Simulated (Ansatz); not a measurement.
# Computed properties of NiGe

NiGe:
```xyz
2
Lattice="2.9769 0.0000 0.0000 0.0000 2.9769 0.0000 0.0000 0.0000 2.9769" Properties=species:S:1:pos:R:3 pbc="T T T"
Ni     0.0000     0.0000     0.0000
Ge     1.4885     1.4885     1.4885
```

Space group Pm-3m (No. 221), CsCl type; conventional cell a = 2.977 Å, b = 2.977 Å, c = 2.977 Å, α = 90.00°, β = 90.00°, γ = 90.00°.

Method: DFT-PBE in the program Ansatz with PAW potentials. Geometry: relaxed at this level of theory. Other levels are named where they apply.

**Cell and energy**

| Property | Value |
|---|---|
| Volume per atom | 13.19 Å³ |
| Density | 8.27 g/cm³ |
| Formation energy from the elements (no fitted shifts) | -0.056 eV/atom |

**Electronic structure**

| Quantity | Result |
|---|---|
| Electronic character | metallic (no gap) |
| Density of states at the Fermi level | 0.53 states/eV per atom (mean over ±0.08 eV) |
| Gap with spin–orbit coupling | none (metallic) |

**Magnetism**

| Quantity | Value |
|---|---|
| Magnetic order | non-magnetic (starting moments vanished) |

**Mechanics**

| Item | Result |
|---|---|
| Bulk modulus (Birch–Murnaghan fit) | 132 GPa |
| Pressure derivative B′ | 4.8 |

The cell is a constructed one: a structure type filled with these elements; neither database checked (COD, Materials Project) lists it. COD files the formula under space group No. 62, so this cell is another polymorph or a model. Whether it is the stable phase at ambient conditions was not checked. Symmetry was held in the PBE relaxation; whether a distortion lowers the energy is not shown. The workflow began spin-polarised and lost its moments. The references are the lowest solids computed at this level, not always the standard phases. Scalar-relativistic: spin–orbit coupling is off unless named, which matters more the heavier the elements.

Potentials: the earlier of the program's two PAW sets.
